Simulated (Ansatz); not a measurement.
Data sheet: Ag₃Sb (DFT)

Ag3Sb:
```yaml
crystal:
  lattice:
    - [3.17769, 0.00000, 0.00000]
    - [0.00000, 4.63443, 0.00000]
    - [0.00000, 0.00000, 4.94827]
  atoms:
    - { symbol: Sb, position: [0.00000, 0.00000, 0.99075] }
    - { symbol: Ag, position: [0.50000, 0.00000, 0.49451] }
    - { symbol: Ag, position: [0.00000, 0.50000, 0.63951] }
    - { symbol: Ag, position: [0.50000, 0.50000, 0.15859] }
```

Space group Pmm2 (No. 25); conventional cell a = 3.178 Å, b = 4.634 Å, c = 4.948 Å, α = β = γ = 90.00°.

Method: the program Ansatz at the LDA level (PAW). Geometry: relaxed at this level of theory. Other levels are named where they apply.

### Cell and energy

```json
{
 "volume_per_atom": "18.22 Å³",
 "density": "10.15 g/cm³",
 "Formation energy from the elements (no fitted shifts)": "0.090 eV/atom"
}
```

### Electronic structure

```json
{
  "electronic_character": "metallic (no gap)",
  "Density of states at the Fermi level": "0.28 states/eV per atom (mean over ±0.08 eV)"
}
```

### Mechanics

```json
{
  "Bulk modulus (Birch–Murnaghan fit)": "106 GPa",
  "Pressure derivative B′": "5.8"
}
```

### Phonons

```json
{
 "highest_zone_centre_frequency": "161 cm⁻¹",
 "zone_centre_stability": "no imaginary mode at Γ"
}
```

The workflow started from an entry of the Crystallography Open Database (COD), which files this formula under 2 space groups. Its standing as an ambient phase is unchecked. The cell was relaxed with LDA under the symmetry of its start. No spin polarisation was allowed. As this level gives no gap, phonon frequencies hold no LO–TO term and depend on the k-mesh and smearing (Fermi–Dirac, 0.1 eV here). The references are the lowest solids computed at this level, not always the standard phases. Spin–orbit coupling is left out wherever it is not named.

Potentials: the later of the program's two PAW sets.
